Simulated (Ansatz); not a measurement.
Cs2S:
```
CELL_PARAMETERS angstrom
      5.72402     0.00000     0.00000
     -2.86201     4.95714     0.00000
      0.00000     0.00000     7.64584
ATOMIC_POSITIONS crystal
  Cs 0.00000 0.00000 0.00000
  Cs 0.00000 0.00000 0.50000
  S  0.33333 0.66667 0.25000
  S  0.66667 0.33333 0.75000
  Cs 0.66667 0.33333 0.25000
  Cs 0.33333 0.66667 0.75000
```

Plane-wave PAW PBEsol (Ansatz code) gives a gap of 2.21 eV without spin–orbit coupling, maximum at K, minimum at Γ.

### Question
What happens when spin–orbit coupling is switched on?

### Answer
The gap drops by 0.01 eV, to 2.20 eV; maximum at K, minimum at Γ.

### Question
Give the electron effective mass with spin–orbit coupling.

### Answer
0.28, 0.43, 0.43 mₑ (principal values).

### Question
Give the hole effective mass with spin–orbit coupling.

### Answer
0.68, 0.68, 2.6 mₑ (principal values).

Space group P6_3/mmc. The workflow started from an entry of the Crystallography Open Database (COD), which files this formula under 2 space groups. Its standing as an ambient phase is unchecked. The PBEsol relaxation kept the symmetry of its start; whether a distortion lowers the energy is not shown. The volume moved by -31 % from the start of the relaxation. The volume fell by over 15 % from the filed cell, which may lack light atoms or belong to other conditions.

Potentials: the later of the program's two PAW sets.
